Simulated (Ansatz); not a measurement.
A distorted cell of SiC (wurtzite):

```xyz
8
Lattice="6.1838 0.0000 0.0000 -1.5460 2.6777 0.0000 0.0000 0.0000 5.0742" Properties=species:S:1:pos:R:3 pbc="T T T"
Si     1.5435     0.8912     0.0626
Si     4.6403     0.8940    -0.0573
Si     0.0024     1.7865     2.5997
Si     3.0895     1.7837     2.4798
C      1.5553     0.8980     3.2089
C      4.6285     0.8871     3.1307
C     -0.0094     1.7797     0.6717
C      3.1013     1.7905     0.5936
```

The numbers are results of PBE (plane waves to 420 eV, PAW, scalar-relativistic; Ansatz, a quantum-chemistry and plane-wave program), not measurements. k mesh 6×12×7 (Γ-centred), Fermi-Dirac smearing 0.05 eV. Stress and pressure are positive under compression. SiC was relaxed with its symmetry unable to fall. The PAW data are Ansatz's earlier set.

Problem. Predict the force on every atom, in eV/Å.

Solution. 
| atom | Fx | Fy | Fz |
|---|---|---|---|
| Si1 | 0.007 | 0.004 | -0.680 |
| Si2 | -0.054 | -0.031 | 0.723 |
| Si3 | -0.007 | -0.004 | -0.680 |
| Si4 | 0.054 | 0.031 | 0.723 |
| C5 | -0.063 | -0.037 | -0.216 |
| C6 | 0.034 | 0.020 | 0.173 |
| C7 | 0.063 | 0.037 | -0.216 |
| C8 | -0.034 | -0.020 | 0.173 |

(A displaced cell: forces are minus the slopes of the energy, force constants its curvatures, and phonons follow from these.)
